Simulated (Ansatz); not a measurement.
The relaxed structure here is a generated cell of Ir: the first start was made by placing the elements on the sites of a structure type, and the end was not matched to a known phase here, so it may be hypothetical. Known forms of Ir include space group No. 225.

The end point of a relaxation of Ir. The numbers are results of PBE (plane waves to 420 eV, PAW, scalar-relativistic; Ansatz, an electronic-structure program), not measurements.

```
CELL_PARAMETERS angstrom
      2.65720     0.00000     0.00000
     -1.32860     2.30120     0.00000
      0.00000     0.00000     2.59785
ATOMIC_POSITIONS crystal
  Ir 0.00000 0.00000 0.00000
```

Question: Determine the symmetry and give the standard cell with its independent sites.

Answer: Space group P6/mmm (No. 191); a = b = 2.657 Å, c = 2.598 Å, α = β = 90.00°, γ = 120.00°

```csv
atom,site,symmetry,x,y,z
Ir,1a,6/mmm,0.0000,0.0000,0.0000
```

This is the AFLOW prototype A_hP1_191_a (A_f, as in Sn).

Question: Give the shortest distances between elements (the closest pairs, up to four, under 3.6 Å).

Answer: Ir–Ir 2.60 Å.

```yaml
volume_per_atom: 15.89 Å³
band_gap: no gap (metallic)
```

No spin polarisation in the result.

The run could not lose the symmetry of its start, so the end can be a saddle point.
